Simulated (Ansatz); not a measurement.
GaSb:
```xyz
2
Lattice="4.0054 0.0000 0.0000 -2.0027 3.4687 0.0000 0.0000 0.0000 3.6332" Properties=species:S:1:pos:R:3 pbc="T T T"
Ga     0.0000     0.0000     0.0000
Sb     2.0027     1.1562     1.8166
```

Relaxed with PBE. Special points in fractions of this cell's reciprocal vectors: Γ (0.000, 0.000, 0.000); M (0.500, 0.000, 0.000); K (0.333, 0.333, 0.000); A (0.000, 0.000, 0.500); L (0.500, 0.000, 0.500); H (0.333, 0.333, 0.500).

Q: List the band energies nearest the Fermi level at these points for PBE with spin–orbit coupling (plane waves, PAW; program Ansatz).

A: In eV from the Fermi level; about four levels below and three above (degenerate sets whole), none deeper than 8.9 eV; points with the same levels are listed once.

| k | below | above |
|---|---|---|
| Γ | -0.65 -0.65 -0.04 -0.04 | 0.17 0.17 3.73 3.73 |
| M | -6.95 -6.95 -1.86 -1.86 | 0.27 0.27 1.54 1.54 |
| K | -7.00 -6.90 -4.27 -4.07 | 1.95 2.01 3.79 |
| A | -7.56 -7.56 | 1.35 1.35 2.03 2.03 |
| L | -3.94 -3.94 -3.46 -3.46 | 0.48 0.48 2.29 2.29 |
| H | -1.89 -1.57 -0.25 -0.19 | 7.42 7.85 8.38 |

Space group P-6m2. The cell is a constructed one: a structure type filled with these elements; neither database checked (COD, Materials Project) lists it. It is not the phase usual at ambient conditions (space group No. 216). The PBE relaxation kept the symmetry of its start; its stability against distortions is not shown here.

Potentials: the earlier of the program's two PAW sets.
